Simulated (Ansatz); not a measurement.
Co: computed DOS

```cif
data_structure
_symmetry_space_group_name_H-M 'P 1'
_symmetry_Int_Tables_number 1
_cell_length_a 2.5190
_cell_length_b 2.5190
_cell_length_c 4.0910
_cell_angle_alpha 90.000
_cell_angle_beta 90.000
_cell_angle_gamma 120.000
_cell_volume 22.48
loop_
_atom_site_label
_atom_site_type_symbol
_atom_site_fract_x
_atom_site_fract_y
_atom_site_fract_z
_atom_site_occupancy
Co1 Co 0.33333 0.66667 0.25000 1
Co2 Co 0.66667 0.33333 0.75000 1
```

The runs use the primitive cell with vectors (2.519, 0.000, 0.000), (-1.260, 2.182, 0.000), (0.000, 0.000, 4.091) Å, to which the k mesh refers.

The geometry is COD entry 9011615, unchecked; take it as a test cell. It differs from other determinations.

Level of theory: Ansatz 0.2.0, DFT, PBE, all-electron LAPW, scalar-relativistic.

Numerical set-up: a Γ-centred 19×19×10 k mesh, Fermi–Dirac smearing of 0.08 eV, basis error target 1 meV/atom, spin-polarised from start moments Co1 2, Co2 2 μB, ending with a cell moment of 3.29 μB.

States per eV and cell, averaged over 0.4 eV, from -5.8 to 3.6 eV, with energies (bin centres) from the Fermi level; empty bins are left out. The partial columns, the largest 2 alone, are projections on Löwdin-orthogonalised atomic shells (those that the program's projection atoms carry: the occupied ones and, for some elements, an empty d or f shell; other empty shells have no column), summed over atoms of an element and both spins. Weights on diffuse s and p shells depend on that basis and aren't pure angular character.

```
E (eV)  spin-up  spin-down  Co 3d  Co 4s
  -5.7     0.23       0.17   0.07   0.33
  -5.3     0.36       0.21   0.16   0.39
  -4.9     0.97       0.25   0.71   0.49
  -4.5     1.43       0.34   1.29   0.46
  -4.1     1.75       0.60   1.91   0.40
  -3.7     1.84       0.80   2.26   0.31
  -3.3     2.11       1.05   2.81   0.26
  -2.9     2.14       1.35   3.25   0.14
  -2.5     2.99       1.40   4.14   0.12
  -2.1     2.93       2.14   4.71   0.16
  -1.7     1.95       0.92   2.72   0.06
  -1.3     2.02       2.10   3.94   0.08
  -0.9     4.00       2.61   6.39   0.11
  -0.5     0.91       2.64   3.31   0.13
  -0.1     0.32       1.54   1.68   0.12
   0.3     0.31       1.52   1.64   0.12
   0.7     0.31       1.99   2.10   0.14
   1.1     0.30       3.86   3.92   0.16
   1.5     0.27       0.61   0.61   0.18
   1.9     0.25       0.45   0.38   0.19
   2.3     0.24       0.40   0.29   0.19
   2.7     0.23       0.34   0.22   0.17
   3.1     0.24       0.30   0.17   0.17
   3.5     0.24       0.28   0.14   0.16
```

Task: Which of the resolved shells contributes most within 0.3 eV of the Fermi level?

Result: Co 3d, with 90 % of all states there; Co 4s follows with 6 %.

Task: Where is the centre of the filled Co 3d states between -14 eV and the top of the filled states?

Result: -2.16 eV from the Fermi level.
